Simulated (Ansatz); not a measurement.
A trial form of ZnSn2N2

These are results of Ansatz, DFT PBE, scalar-relativistic, plane waves, PAW, not measurements. Cutoff 420 eV, Gaussian smearing, Γ-centred meshes. Cell and atoms relax first on a coarse mesh and then on a finer one. In between, the cell is made exact in the group found at 0.06 Å. In metals the finer mesh still leaves noise of several meV/atom or more. The steps can't lower the symmetry of their start. No spin polarisation.

The cell of ZnSn2N2 is invented: random cell by space group and Wyckoff sites (I4/mmm, No. 139). Its size is a rough estimate.

```
CELL_PARAMETERS angstrom
-2.94495 2.94495 3.07660
2.94495 -2.94495 3.07660
2.94495 2.94495 -3.07660
ATOMIC_POSITIONS crystal
Zn 0.50000 0.50000 0.00000
Sn 0.75000 0.25000 0.50000
Sn 0.25000 0.75000 0.50000
N 0.50000 0.00000 0.50000
N 0.00000 0.50000 0.50000
```

The zero of energy is the elements' standard structures at the same level (N₂ as a molecule); no fitted shifts are applied. The references include grey tin.

Question: Where does the relaxation end?

Answer: The symmetry stays I4/mmm (No. 139). The volume per atom shrinks by 18.5 %, from 21.3 to 17.4 Å³. The shortest distance goes from 1.54 Å (Sn–N) to 2.15 Å (Sn–N). The ratio c/a of the conventional cell changes by a factor of 1.83. The energy falls by about 3.5 eV/atom (the start's value is from the coarse mesh). Conventional cell: a = 4.502 Å, c = 8.586 Å. Zn has 4 N at 2.25 Å; around Sn lie 2 N at 2.15 Å; around N lie 2 Sn at 2.15 Å and 2 Zn at 2.25 Å.

```cif
data_structure
_symmetry_space_group_name_H-M 'I4/mmm'
_symmetry_Int_Tables_number 139
_cell_length_a 4.5016
_cell_length_b 4.5016
_cell_length_c 8.5857
_cell_angle_alpha 90.000
_cell_angle_beta 90.000
_cell_angle_gamma 90.000
_cell_volume 173.98
loop_
_atom_site_label
_atom_site_type_symbol
_atom_site_symmetry_multiplicity
_atom_site_Wyckoff_symbol
_atom_site_fract_x
_atom_site_fract_y
_atom_site_fract_z
_atom_site_occupancy
Zn1 Zn 2 b 0.50000 0.50000 0.00000 1
Sn1 Sn 4 d 0.00000 0.50000 0.25000 1
N1 N 4 c 0.00000 0.50000 0.00000 1
```

Question: Give its energy and gap.

Answer: The energy over the elements is +0.93 eV/atom and the gap on the 12×12×12 mesh of the 5-atom cell is 0 eV (a metal).

The separate elements lie lower, so it is unstable against them.

The last run used Gaussian smearing of 0.10 eV. Symmetry constrained the relaxation, so the result can be a saddle point. Another cell of ZnSn2N2 relaxed alike, in P-3m1, lies 0.45 eV/atom lower, so this cell isn't the stable form at this level.
